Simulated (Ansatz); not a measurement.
Profile along the Hf–Hf line in Hf (hcp, Mg type)

Hf (hcp, Mg type)

```cif
data_Hf2
_chemical_formula_sum 'Hf2'
_space_group_name_H-M_alt 'P 1'
_space_group_IT_number 1
_cell_length_a 3.20412
_cell_length_b 3.20412
_cell_length_c 5.06894
_cell_angle_alpha 90.000
_cell_angle_beta 90.000
_cell_angle_gamma 120.000
loop_
_space_group_symop_operation_xyz
  'x, y, z'
loop_
_atom_site_label
_atom_site_type_symbol
_atom_site_fract_x
_atom_site_fract_y
_atom_site_fract_z
_atom_site_occupancy
Hf1 Hf 0.33333 0.66667 0.75000 1
Hf2 Hf 0.66667 0.33333 0.25000 1
```

Fields along a shortest Hf–Hf line of a (1 -1 0 0) plane (3.20 Å), from Hf to Hf, interpolated on the slice's grid (step about 0.2 Å). Method: PBE (plane waves to 420 eV, PAW, scalar-relativistic; Ansatz, an electronic-structure program). k mesh 17×17×9. Inside the PAW spheres the values are not all-electron values, and peaks at nuclei hang on which shells count as valence. Hf is run without spin polarisation. Hf was relaxed with its symmetry unable to fall. Spin-orbit coupling is left out, though Hf is heavy. The PAW data are Ansatz's earlier set.

```tsv
distance from Hf (Å)	valence electron density (e/Å³)	electron localisation function
0.00	59.64	x
0.32	29.87	x
0.64	4.77	0.75
0.96	0.67	0.33
1.28	0.23	0.16
1.60	0.19	0.29
1.92	0.23	0.16
2.24	0.67	0.33
2.56	4.77	0.75
2.88	29.87	x
3.20	59.64	x
```

x: too close to a nucleus for the ELF to mean much.

Density on the Hf–Hf line (3.20 Å) at its midpoint: 0.19 e/Å³. ELF at that point: 0.29.
